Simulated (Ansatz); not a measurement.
VBiO4 in space group I4_1/a (No. 88; Bi on 4a, V on 4b, O on 16f) at seven volumes, the program Ansatz at the r²SCAN level (PAW), shape and atoms relaxed at each. One row is withheld.

```json
[
 {"V (Å³/atom)": "11.557", "P (GPa)": "16.20"},
 {"V (Å³/atom)": "11.938", "P (GPa)": "9.93"},
 {"V (Å³/atom)": "12.319", "P (GPa)": "4.58"},
 {"V (Å³/atom)": "12.700", "P (GPa)": "0.00"},
 {"V (Å³/atom)": "13.081", "P (GPa)": "?"},
 {"V (Å³/atom)": "13.462", "P (GPa)": "-7.01"},
 {"V (Å³/atom)": "13.843", "P (GPa)": "-9.61"}
]
```

Fit the shown pressures and predict the withheld one.

P = (3/2)B₀(x^(7/2) − x^(5/2))[1 + (3/4)(B′ − 4)(x − 1)] with x = (V₀/V)^(2/3). Least squares on the six rows gives V₀ = 12.704 Å³/atom, B₀ = 137 GPa, B′ = 4.68. At V = 13.081, x = 0.9807 and P = -3.74 GPa. The run itself gave -3.81 GPa.

Symmetry was held in the r²SCAN relaxation. The workflow began spin-polarised and lost its moments. No Hubbard U is applied. Scalar-relativistic: spin–orbit coupling is off unless named, which matters more the heavier the elements.

Potentials: the later of the program's two PAW sets.
